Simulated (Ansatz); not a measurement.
Ansatz (an electronic-structure program) input:

Ansatz 0.2 input:
```yaml
crystal:
  lattice:
    - [3.0755447095, 0.0, 0.0]
    - [-1.5377723548, 2.6634998489, 0.0]
    - [0.0, 0.0, 12.4029322997]
  atoms:
    - { symbol: Ga, position: [0.3333333333, 0.6666666667, 0.1503477768] }
    - { symbol: Ga, position: [0.6666666667, 0.3333333333, 0.6503477768] }
    - { symbol: Ga, position: [0.6666666667, 0.3333333333, 0.8496522232] }
    - { symbol: Ga, position: [0.3333333333, 0.6666666667, 0.3496522232] }
    - { symbol: O, position: [0.3333333333, 0.6666666667, 0.5945735049] }
    - { symbol: O, position: [0.6666666667, 0.3333333333, 0.0945735049] }
    - { symbol: O, position: [0.6666666667, 0.3333333333, 0.4054264951] }
    - { symbol: O, position: [0.3333333333, 0.6666666667, 0.9054264951] }
kpoints:
  mp_grid: { grid: [8, 8, 2] }
  band_path:
    path:
      - [[0.0, 0.0, 0.0], [0.5, 0.0, 0.0], [0.3333333333, 0.3333333333, 0.0], [0.0, 0.0, 0.0], [0.0, 0.0, 0.5], [0.5, 0.0, 0.5], [0.3333333333, 0.3333333333, 0.5], [0.0, 0.0, 0.5]]  # Γ-M-K-Γ-A-L-H-A
      - [[0.5, 0.0, 0.5], [0.5, 0.0, 0.0]]  # L-M
      - [[0.3333333333, 0.3333333333, 0.5], [0.3333333333, 0.3333333333, 0.0]]  # H-K
      - [VBM, CBM]
    npoints: 8
hamiltonian:
  xc: r2scan
  dispersion: d4
  pseudopotentials: { azcp: { folder: ./paw }, kind: paw_fr }
magnetization: { noncollinear: true, spin_orbit: true }
scf:
  n_extra_bands: 16
  convergence: { dr2_threshold: 0.0000000001 }
  occupations: { method: gaussian, width: 0.01 }
checkpoint: { write: soc.run }
output: { eigenvalues: true }
```

Output (shortened):

```
Pseudopotentials: kind: paw_fr
Pseudopotential: Ga, paw, valence charge 13
Pseudopotential: O, paw, valence charge 6
Functional definition: r2SCAN
non-collinear run that drives no moment, with spin-orbit …
Crystal: 8 atoms, lattice volume = 101.601 Å³
Basis set: ecut = 500 eV, 2589 PW (Γ), exchange–correlation on 96×96×384 points (64 copies of the dense FFT grid, shifted against one another)
Bands: 92, of which v1, the nominal top of the filled ones, is band 76 counted from 1 (75 counted from 0)
Symmetry: 24 space group operations + 24 with time reversal
k-points: 20 of 128
Projection manifold: j_resolved (fully-relativistic pseudo-atomic orbitals)
PAW frozen core: Ga, regenerated for the run's functional
PAW frozen core: O, regenerated for the run's functional
Initial density: superposition of atomic densities (chi_scale 0.1, normalization cell, long waves kept (reshape's long-wave potential 0.98 eV rms))
Initial wavefunctions: pseudopotential atomic-orbital guess
Eigensolver: davidson
Functional: x = r2scan, c = r2scan; τ floored in thin density (d = 2e-4 eV/Å³)
SCF iter   1: F=—  HF=-17432.160971 eV  |F-HF|=—  |Δ(HF+E_count)|=         —  Δρ=1.08e-1  dr2=1.31e1  dr2_τ=3.10e-2  dr2_m=0.00e0 (ungated)  ethr=3.10e-3  |M|=0.00e0 ∫|m|=0.00e0 μB  |m|>n=0.0e0 m-floor=0.0e0 τ_xc=0.0e0  β_m=0.30  ⟨swp⟩=5.6  Hψ=3942  notcnv=0  defer=2
all-band conjugate gradients solve this SCF's bands
preconditioner: auto → Resta (q_TF=auto, 2.599 Å⁻¹)
spin=Noncollinear: Resta preconditioning applied to the charge; magnetization (m_x, m_y, m_z) channels mix plain (no charge-response kernel on spin).
SCF iter   2: F=—  HF=-17430.142510 eV  |F-HF|=—  |Δ(HF+E_count)|=    2.02e0  Δρ=7.06e-2  dr2=5.47e0  dr2_τ=1.45e-2  dr2_m=0.00e0 (ungated)  ethr=3.10e-3  |M|=0.00e0 ∫|m|=0.00e0 μB  |m|>n=0.0e0 m-floor=0.0e0 τ_xc=0.0e0  β_m=0.55  ⟨swp⟩=3.2  Hψ=1793  notcnv=0  defer=208
SCF iter   3: F=—  HF=-17428.873943 eV  |F-HF|=—  |Δ(HF+E_count)|=    1.27e0  Δρ=2.43e-2  dr2=7.34e-1  dr2_τ=1.73e-2  dr2_m=0.00e0 (ungated)  ethr=3.10e-3  |M|=0.00e0 ∫|m|=0.00e0 μB  |m|>n=0.0e0 m-floor=0.0e0 τ_xc=0.0e0  β_m=0.54  ⟨swp⟩=2.9  Hψ=1732  notcnv=0  defer=204
SCF iter   4: F=—  HF=-17428.735044 eV  |F-HF|=—  |Δ(HF+E_count)|=   1.39e-1  Δρ=7.41e-3  dr2=4.02e-2  dr2_τ=3.72e-4  dr2_m=0.00e0 (ungated)  ethr=9.66e-4  |M|=0.00e0 ∫|m|=0.00e0 μB  |m|>n=0.0e0 m-floor=0.0e0 τ_xc=0.0e0  β_m=0.77  ⟨swp⟩=3.6  Hψ=1744  notcnv=0  defer=200
SCF iter   5: F=—  HF=-17428.756995 eV  |F-HF|=—  |Δ(HF+E_count)|=   2.20e-2  Δρ=1.40e-3  dr2=1.92e-3  dr2_τ=1.49e-5  dr2_m=0.00e0 (ungated)  ethr=5.28e-5  |M|=0.00e0 ∫|m|=0.00e0 μB  |m|>n=0.0e0 m-floor=0.0e0 τ_xc=0.0e0  β_m=0.79  ⟨swp⟩=2.5  Hψ=1642  notcnv=0  defer=200
SCF iter   6: F=—  HF=-17428.757240 eV  |F-HF|=—  |Δ(HF+E_count)|=   2.45e-4  Δρ=4.89e-4  dr2=1.83e-4  dr2_τ=1.48e-6  dr2_m=0.00e0 (ungated)  ethr=2.53e-6  |M|=0.00e0 ∫|m|=0.00e0 μB  |m|>n=0.0e0 m-floor=0.0e0 τ_xc=0.0e0  β_m=0.89  ⟨swp⟩=3.0  Hψ=1595  notcnv=0  defer=200
SCF iter   7: F=—  HF=-17428.757431 eV  |F-HF|=—  |Δ(HF+E_count)|=   1.91e-4  Δρ=1.16e-4  dr2=9.39e-6  dr2_τ=1.66e-7  dr2_m=0.00e0 (ungated)  ethr=2.41e-7  |M|=0.00e0 ∫|m|=0.00e0 μB  |m|>n=0.0e0 m-floor=0.0e0 τ_xc=0.0e0  β_m=0.86  ⟨swp⟩=2.0  Hψ=1606  notcnv=0  defer=200
SCF iter   8: F=—  HF=-17428.757430 eV  |F-HF|=—  |Δ(HF+E_count)|=   6.84e-7  Δρ=5.93e-5  dr2=2.60e-6  dr2_τ=3.98e-8  dr2_m=0.00e0 (ungated)  ethr=1.24e-8  |M|=0.00e0 ∫|m|=0.00e0 μB  |m|>n=0.0e0 m-floor=0.0e0 τ_xc=0.0e0  β_m=0.77  ⟨swp⟩=2.0  Hψ=1580  notcnv=0  defer=200
SCF iter  12: F=-17428.757419 eV  HF=-17428.757419 eV  |F-HF|=0.00e0  |Δ(HF+E_count)|=  3.64e-12  Δρ=1.72e-7  dr2=2.16e-11  dr2_τ=5.37e-13  dr2_m=0.00e0 (ungated)  ethr=1.00e-12  |M|=0.00e0 ∫|m|=0.00e0 μB  |m|>n=0.0e0 m-floor=0.0e0 τ_xc=0.0e0  ⟨swp⟩=10.8  Hψ=3840  notcnv=0
SCF 1 converged in 12 iterations: F = -17428.757419 eV  dr2 = 2.16e-11
NSCF: frozen V_eff on 28 k-points
NSCF: frozen V_eff on 28 k-points
NSCF: frozen V_eff on 28 k-points
NSCF: frozen V_eff on 23 k-points
NSCF: frozen V_eff on 3 k-points
NSCF: frozen V_eff on 10 k-points
NSCF: frozen V_eff on 8 k-points
NSCF: frozen V_eff on 3 k-points
NSCF: frozen V_eff on 3 k-points
NSCF: frozen V_eff on 84 k-points
SCF converged after 12 iterations
Magnetization: |M| = 0.0000 μB,  M = (+0.0000, +0.0000, +0.0000) μB
Absolute magnetization: 0.0000 μB (∫|m|)
  site 0: m = (+0.0000, +0.0000, +0.0000) μB, |m| = 0.0000 μB  (R = 0.79 Å)
  site 1: m = (+0.0000, +0.0000, +0.0000) μB, |m| = 0.0000 μB  (R = 0.79 Å)
  site 2: m = (+0.0000, +0.0000, +0.0000) μB, |m| = 0.0000 μB  (R = 0.79 Å)
  site 3: m = (+0.0000, +0.0000, +0.0000) μB, |m| = 0.0000 μB  (R = 0.79 Å)
  site 4: m = (+0.0000, +0.0000, +0.0000) μB, |m| = 0.0000 μB  (R = 0.79 Å)
  site 5: m = (+0.0000, +0.0000, +0.0000) μB, |m| = 0.0000 μB  (R = 0.79 Å)
  site 6: m = (+0.0000, +0.0000, +0.0000) μB, |m| = 0.0000 μB  (R = 0.79 Å)
  site 7: m = (+0.0000, +0.0000, +0.0000) μB, |m| = 0.0000 μB  (R = 0.79 Å)
Free energy (F): -17428.757419 eV
Harris-Foulkes:  -17428.757419 eV  (|F-HF|=0.00e0)
Internal energy: -17428.757419 eV  (E = F + TS)
E sigma→0 (E₀):  -17428.757419 eV
Fermi energy:    8.571126 eV
--- Per-component energies (eV) ---
  E_band       = -237.110527
  E_kinetic    = 1124.199010
  E_local      = -6866.562546  (includes V_loc(G=0)·N_el)
  E_nonlocal   = -145.665065
  E_hartree    = 4071.895786
  E_xc         = -511.383640
  E_vxc        = -635.712814  (∫ρ·V_xc dr)
  E_paw        = -8691.197667  (= ΣΔE_a)
  E_vpaw       = -1895.080551  (= ΣTr[D̂ρ^β])
  E_aug_tail   = 0.001113  (compensation charges beyond the density's cutoff)
  E_vtau       = 37.918821  (kinetic-family band-sum trace: ∫τ·v_τ [+ j·A + Jᵃ·Aᵃ] dr)
  E_ewald      = -6406.449720
  E_disp       = -0.911668  (pairwise vdW)
  E_core_change = -2.683022  (= ΣΔE_core)
  E_smearing   =  0.000000  (= −TS)
  E_closure    = 0.000000  (closes the sum)
  Σ components = -17428.757419   (vs F -17428.757419, Δ=0.00e0)
  [band-id]    e_kinetic+e_local+e_nonlocal+2·e_hartree+e_vxc+e_vpaw+e_augmentation_tail+e_vtau = -237.110460   (vs E_band -237.110527, Δ=6.70e-5)
--- Band table (eV; the first three rows and the last of 20) ---
  k-point 0: bands = ["-12.6533", "-12.6533", "-12.5836", "-12.5836", "-12.3215", "-12.3215", "-12.2456", "-12.2456", "-6.7847", "-6.7847", "-6.7823", "-6.7823", "-6.7611", "-6.7611", "-6.7591", "-6.7591", "-6.6167", "-6.6167", "-6.5662", "-6.5662", "-6.5640", "-6.5640", "-6.5465", "-6.5465", "-6.3605", "-6.3605", "-6.3457", "-6.3457", "-6.3153", "-6.3153", "-6.3070", "-6.3070", "-6.1346", "-6.1346", "-6.1318", "-6.1318", "-6.0616", "-6.0616", "-6.0426", "-6.0426", "-5.9854", "-5.9854", "-5.9822", "-5.9822", "-5.9482", "-5.9482", "-5.8561", "-5.8561", "0.4553", "0.4553", "0.8978", "0.8978", "3.3699", "3.3699", "4.5702", "4.5702", "5.1552", "5.1552", "5.1726", "5.1726", "5.2000", "5.2000", "5.2169", "5.2169", "5.3257", "5.3257", "5.3425", "5.3425", "5.3702", "5.3702", "5.3865", "5.3865", "6.1204", "6.1204", "7.8073", "7.8073", "9.3349", "9.3349", "10.6782", "10.6782", "12.9078", "12.9078", "13.1289", "13.1289", "17.9369", "17.9369", "18.1412", "18.1412", "18.5564", "18.5564", "18.7190", "18.7190"]
  k-point 1: bands = ["-12.6224", "-12.6224", "-12.6224", "-12.6224", "-12.2796", "-12.2796", "-12.2796", "-12.2796", "-6.7835", "-6.7835", "-6.7835", "-6.7835", "-6.7600", "-6.7600", "-6.7600", "-6.7600", "-6.5968", "-6.5968", "-6.5968", "-6.5968", "-6.5505", "-6.5505", "-6.5505", "-6.5505", "-6.3546", "-6.3546", "-6.3546", "-6.3546", "-6.3099", "-6.3099", "-6.3099", "-6.3099", "-6.1332", "-6.1332", "-6.1332", "-6.1332", "-6.0552", "-6.0552", "-6.0552", "-6.0552", "-5.9838", "-5.9838", "-5.9838", "-5.9838", "-5.8984", "-5.8984", "-5.8984", "-5.8984", "0.6545", "0.6545", "0.6545", "0.6545", "3.8941", "3.8941", "3.8941", "3.8941", "5.1748", "5.1748", "5.1748", "5.1748", "5.1919", "5.1919", "5.1919", "5.1919", "5.3508", "5.3508", "5.3508", "5.3508", "5.3673", "5.3673", "5.3673", "5.3673", "6.9463", "6.9463", "6.9463", "6.9463", "10.1008", "10.1008", "10.1008", "10.1008", "13.0399", "13.0399", "13.0399", "13.0399", "18.0176", "18.0176", "18.0176", "18.0176", "18.6359", "18.6359", "18.6359", "18.6359"]
  k-point 2: bands = ["-12.5558", "-12.5558", "-12.4924", "-12.4924", "-12.2429", "-12.2429", "-12.1746", "-12.1746", "-6.7538", "-6.7538", "-6.7518", "-6.7518", "-6.7281", "-6.7281", "-6.7274", "-6.7274", "-6.6274", "-6.6274", "-6.6062", "-6.6062", "-6.5041", "-6.5041", "-6.4929", "-6.4929", "-6.3380", "-6.3380", "-6.3326", "-6.3326", "-6.2825", "-6.2825", "-6.2802", "-6.2802", "-6.1381", "-6.1381", "-6.1354", "-6.1354", "-6.0679", "-6.0679", "-6.0534", "-6.0534", "-5.9966", "-5.9966", "-5.9900", "-5.9900", "-5.9030", "-5.9030", "-5.8227", "-5.8227", "0.7017", "0.7017", "1.0446", "1.0446", "3.5075", "3.5075", "3.9352", "3.9352", "4.3050", "4.3050", "4.4508", "4.4508", "4.6289", "4.6289", "4.9628", "4.9628", "5.0217", "5.0217", "5.1671", "5.1671", "5.2051", "5.2051", "5.2276", "5.2276", "6.7115", "6.7115", "7.7810", "7.7810", "10.2601", "10.2601", "11.2884", "11.2884", "13.4232", "13.4232", "13.8119", "13.8119", "16.8897", "16.8897", "16.9785", "16.9785", "17.9133", "17.9133", "18.1836", "18.1836"]
  k-point 19: bands = ["-11.8508", "-11.8508", "-11.8493", "-11.8493", "-11.8000", "-11.8000", "-11.7987", "-11.7987", "-6.6346", "-6.6346", "-6.6212", "-6.6212", "-6.5970", "-6.5970", "-6.5925", "-6.5925", "-6.5265", "-6.5265", "-6.4748", "-6.4748", "-6.3818", "-6.3818", "-6.3214", "-6.3214", "-6.1908", "-6.1908", "-6.1537", "-6.1537", "-6.1318", "-6.1318", "-6.1044", "-6.1044", "-6.0713", "-6.0713", "-6.0662", "-6.0662", "-5.9323", "-5.9323", "-5.9251", "-5.9251", "-5.6826", "-5.6826", "-5.5505", "-5.5505", "-5.5235", "-5.5235", "-5.4593", "-5.4593", "0.6547", "0.6547", "0.6642", "0.6642", "1.2532", "1.2532", "1.2646", "1.2646", "2.3021", "2.3021", "2.3283", "2.3283", "2.8536", "2.8536", "2.8763", "2.8763", "4.5651", "4.5651", "4.5757", "4.5757", "5.1011", "5.1011", "5.1062", "5.1062", "7.5875", "7.5875", "7.5936", "7.5936", "11.7024", "11.7024", "11.7195", "11.7195", "14.2673", "14.2673", "14.3162", "14.3162", "15.0934", "15.0934", "15.1037", "15.1037", "16.2015", "16.2015", "16.2269", "16.2269"]
  band table: 92 of 92 bands, residual norms ≤ 1.0e-3 eV
```

Cost: around 7 core-minutes (rough) on shared cores.

Space group P6_3/mmc. The start of the workflow was typed in or built on a structure type; neither database checked (COD, Materials Project) lists it. Its standing as an ambient phase is unchecked. The cell was relaxed with r²SCAN+D4 under the symmetry of its start; whether a distortion lowers the energy is not shown.

Potentials: the earlier of the program's two PAW sets.

Ansatz is a plane-wave DFT program.
